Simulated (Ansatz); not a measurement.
# Is this Zn4Se3S structure stable?

The structure comes from a generated guess, relaxed at this level; another structure or a mixture of phases may lie lower.

The calculation used Ansatz, DFT PBE, scalar-relativistic, plane waves, PAW. Cutoff 420 eV, Γ-centred 6×6×6 mesh (8-atom cell), Gaussian smearing of 0.02 eV, no spin polarisation.

```cif
data_structure
_symmetry_space_group_name_H-M 'P 1'
_symmetry_Int_Tables_number 1
_cell_length_a 5.6590
_cell_length_b 5.6590
_cell_length_c 5.6590
_cell_angle_alpha 90.000
_cell_angle_beta 90.000
_cell_angle_gamma 90.000
_cell_volume 181.23
loop_
_atom_site_label
_atom_site_type_symbol
_atom_site_fract_x
_atom_site_fract_y
_atom_site_fract_z
_atom_site_occupancy
Zn1 Zn 0.75656 0.75656 0.75656 1
Zn2 Zn 0.75656 0.24344 0.24344 1
Zn3 Zn 0.24344 0.75656 0.24344 1
Zn4 Zn 0.24344 0.24344 0.75656 1
Se1 Se 0.50000 0.50000 0.00000 1
Se2 Se 0.50000 0.00000 0.50000 1
Se3 Se 0.00000 0.50000 0.50000 1
S1 S 0.00000 0.00000 0.00000 1
```

Formation energies are uncorrected and refer to the elements' standard structures at the same level.

**Question.** These tests were run: energy against the elements; random kick, then relaxation without symmetry; phonons at Γ. What do they show?

**Answer.**

```tsv
test	result
energy against the elements	−0.734 eV/atom
random kick, then relaxation without symmetry	returns
phonons at Γ	lowest optical mode 71 cm⁻¹
```

It fails none of these tests. Whether a mixture of other phases lies lower isn't tested here. Phonons away from Γ weren't computed.

The reference forms of S and Se are held partly by dispersion forces, which this level lacks. The kick test ran on a coarse mesh. The run for the phonons used a 6×6×6 k mesh.
